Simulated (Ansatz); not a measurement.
Given:

WSeS:
Space group P-3m1 (No. 164); a = b = 3.236 Å, c = 12.897 Å, α = β = 90.00°, γ = 120.00°

| atom | site | symmetry | x | y | z |
|---|---|---|---|---|---|
| W | 2d | 3m. | 0.3333 | 0.6667 | 0.2599 |
| Se | 2d | 3m. | 0.6667 | 0.3333 | 0.1283 |
| S | 2d | 3m. | 0.6667 | 0.3333 | 0.3783 |

This is the r²SCAN+D4-relaxed structure.

### Question
All from plane-wave PAW r²SCAN+D4 (Ansatz code), unless another level is named. Estimate the hole effective mass.

### Answer
0.67, 0.67, 1.2 mₑ (principal values).

### Question
And the smallest direct gap on the standard path?

### Answer
1.76 eV.

### Question
Next, the valence-band maximum?

### Answer
at Γ.

The first step of the workflow began from a Materials Project structure, measured or hypothetical; the Crystallography Open Database copy checked does not list it. Whether it is the stable phase at ambient conditions was not checked. Symmetry was held in the r²SCAN+D4 relaxation; its stability against distortions is not shown here. No spin polarisation was allowed. Spin–orbit coupling is left out wherever it is not named.

Potentials: the later of the program's two PAW sets.
